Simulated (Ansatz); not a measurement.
An Ansatz (an electronic-structure program) input:

Ansatz 0.2 input:
```yaml
crystal:
  lattice:
    - [3.91426953, 0.0, 0.0]
    - [-1.957134765, 3.3898568502, 0.0]
    - [0.0, 0.0, 5.0741058321]
  atoms:
    - { symbol: Ni, position: [0.0, 0.0, 0.0] }
    - { symbol: Ni, position: [0.0, 0.0, 0.5] }
    - { symbol: Sb, position: [0.3333333333, 0.6666666667, 0.25] }
    - { symbol: Sb, position: [0.6666666667, 0.3333333333, 0.75] }
kpoints:
  mp_grid: { grid: [9, 9, 6] }
  band_path:
    path:
      - [[0.0, 0.0, 0.0], [0.5, 0.0, 0.0], [0.3333333333, 0.3333333333, 0.0], [0.0, 0.0, 0.0], [0.0, 0.0, 0.5], [0.5, 0.0, 0.5], [0.3333333333, 0.3333333333, 0.5], [0.0, 0.0, 0.5]]  # Γ-M-K-Γ-A-L-H-A
      - [[0.5, 0.0, 0.5], [0.5, 0.0, 0.0]]  # L-M
      - [[0.3333333333, 0.3333333333, 0.5], [0.3333333333, 0.3333333333, 0.0]]  # H-K
    npoints: 8
basis: { xc_grid: 2 }
hamiltonian:
  xc: pbesol
  pseudopotentials: { kind: paw }
magnetization: { noncollinear: true, spin_orbit: true }
scf:
  n_extra_bands: 12
  convergence: { dr2_threshold: 0.0000000001 }
  occupations: { method: gaussian, width: 0.05 }
output: { eigenvalues: true }
```

**Question.** How many symmetry operations and irreducible k-points will the run report?

**Answer.** 24 operations, 48 of 486 k-points.

**Question.** With a cutoff of 420 eV, how many plane waves at Γ?

**Answer.** 1337.

It took roughly 80 core-seconds on shared server cores.

Space group P6_3/mmc (NiAs type). The PBEsol relaxation kept the symmetry of its start; of distortions, only those at the zone centre were tested. No spin polarisation was allowed.

Potentials: the later of the program's two PAW sets.

Ansatz is a plane-wave DFT program.
